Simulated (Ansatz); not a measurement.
Cu Kα1 powder pattern (kinematic, no thermal factors).
2θ (°) (relative intensity): 16.09 (2), 22.81 (2), 24.22 (4), 28.04 (100), 32.48 (7), 32.51 (3), 33.51 (2), 33.52 (2), 36.45 (1), 40.09 (1), 40.94 (1), 46.59 (21), 46.62 (42), 55.26 (28), 55.31 (14), 57.96 (3), 68.01 (7), 68.09 (3), 75.11 (5), 75.14 (11), 77.41 (1), 77.43 (1), 77.48 (1), 86.49 (14), 86.54 (7)

The pattern is computed from a structure relaxed with DFT PBE, scalar-relativistic, plane waves, PAW in Ansatz 0.2.0. No spin polarisation. Its elements are Al, Ga, P.

**Question.** Give the structure.

**Answer.** AlGa3P4.
Space group P-4m2 (No. 115). a = 3.896 Å, b = 3.896 Å, c = 11.007 Å, α = 90.00°, β = 90.00°, γ = 90.00°
| atom | site | symmetry | x | y | z |
| --- | --- | --- | --- | --- | --- |
| Al | 1c | -4m2 | 0.5000 | 0.5000 | 0.5000 |
| Ga | 2e | 2mm. | 0.0000 | 0.0000 | 0.7500 |
| Ga | 1b | -4m2 | 0.5000 | 0.5000 | 0.0000 |
| P | 2g | 2mm. | 0.5000 | 0.0000 | 0.8750 |
| P | 2g | 2mm. | 0.5000 | 0.0000 | 0.3756 |

A pattern alone doesn't exclude other cells with like lines; this is the one computed.

The cell was found from a structure generator's guess, not taken from experiment.
